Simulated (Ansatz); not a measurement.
# Magnetic orders of TiO

These are results of Ansatz 0.2.0, DFT r2SCAN, scalar-relativistic, plane waves, PAW, not measurements.

```
Ti O
1.0
     0.00000    2.30517    2.30517
     2.30517    0.00000    2.30517
     2.30517    2.30517    0.00000
Ti O
1 1
Direct
  0.00000 0.00000 0.00000
  0.25000 0.25000 0.25000
```

| Quantity | Value |
| --- | --- |
| plane-wave cutoff | 500 eV |
| Γ-centred k-mesh | 16×16×16 |
| occupation rule | Gaussian smearing, 0.1 eV |
| list of starting moments (μB, in atom order) | 1 0 |
| check for lower electronic states after the SCF | off |

Each order was relaxed in cell and atoms. r2SCAN tends to overstate moments in metals, so a weak moment here may be absent in the real material. Site moments are spin moments in atom-centred spheres that scale with the neighbour distance. The states are those that the runs reached from these starts; a lower one can exist. No antiferromagnetic start is among these.

**Question.** Starts tried: no spin; ferromagnetic. Which state comes out lowest, and what are the moments?

**Answer.** The lowest state is ferromagnetic, reached from the start “ferromagnetic”, with site moments (μB) Ti +0.23. The next state lies only 2.96 meV/atom higher, which mesh, smearing and relaxation can turn, so the order isn't settled.

| start | ends | energy above lowest (meV/atom) | site moments (μB) | gap on mesh (eV) | volume (Å³/atom) |
| --- | --- | --- | --- | --- | --- |
| no spin | non-magnetic | 2.96 | none over 0.05 | metal | 12.23 |
| ferromagnetic | ferromagnetic | 0.00 | Ti +0.23 | metal | 12.25 |

This zinc-blende form isn't the usual stable structure of the compound.

Cost: 2 runs of about 1 core-minutes in all, on Intel Xeon 6975P-C (Granite Rapids) (shared hosts).